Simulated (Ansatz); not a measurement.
The calculation used DFT PBE, scalar-relativistic, plane waves, PAW in Ansatz. All cells share a 420 eV cutoff and Γ-centred k meshes spaced at most about 0.3 Å⁻¹ (about 0.25 or finer for metals, 2π included). No spin polarisation in the final relaxations.

Each of these unrelaxed guesses is relaxed in cell and atoms within its symmetry. A guess keeps its type if space group and coordination stay and the shape of the cell changes little (axis ratios within about 15 %, angles within 6°); the volume may change.

1. Lu2Sc3N

```
Lu Sc N
1.0
     5.04942    0.00000    0.00000
    -2.52471    4.37292    0.00000
     0.00000    0.00000    5.31933
Lu Sc N
2 3 1
Cartesian
  0.0000 2.9153 2.6597
  2.5247 1.4576 2.6597
  0.0000 2.9153 0.0000
  2.5247 1.4576 0.0000
  0.0000 0.0000 0.0000
  0.0000 0.0000 2.6597
```

2. Be2CdO3

```
Be Cd O
1.0
     2.39970    1.38547    3.67930
    -2.39970    1.38547    3.67930
     0.00000   -2.77093    3.67930
Be Cd O
2 1 3
Cartesian
  0.0000 0.0000 6.9083
  0.0000 0.0000 4.1296
  0.0000 0.0000 0.0000
  -1.1998 0.6927 1.8396
  1.1998 0.6927 1.8396
  0.0000 -1.3855 1.8396
```

Question: Which keep their type?

Answer: Guess 1 keeps its type.

```json
{"guess": "1", "kept": "yes", "start group": "P6/mmm", "end group": "P6/mmm", "V start (Å³/atom)": "19.6", "V end": "22.1", "b/a and c/a, end over start": "1.00, 1.06", "nearest neighbours start": "Lu 8, N 8, Sc 8", "nearest neighbours end": "Lu 8, N 8, Sc 8"}
{"guess": "2", "kept": "no", "start group": "R-3m", "end group": "R-3m", "V start (Å³/atom)": "12.2", "V end": "15.1", "b/a and c/a, end over start": "1.00, 0.95", "nearest neighbours start": "Be 16, Cd 6, O 6", "nearest neighbours end": "Be 3, Cd 8, O 2"}
```

Neighbours count within 15 % of an atom's shortest distance; end groups are read at 0.02 Å (0.05 Å in metals).

A magnetic state wasn't ruled out in cells without spin, among them Be2CdO3 R-3m. Cells relaxed within their symmetry can be saddle points.
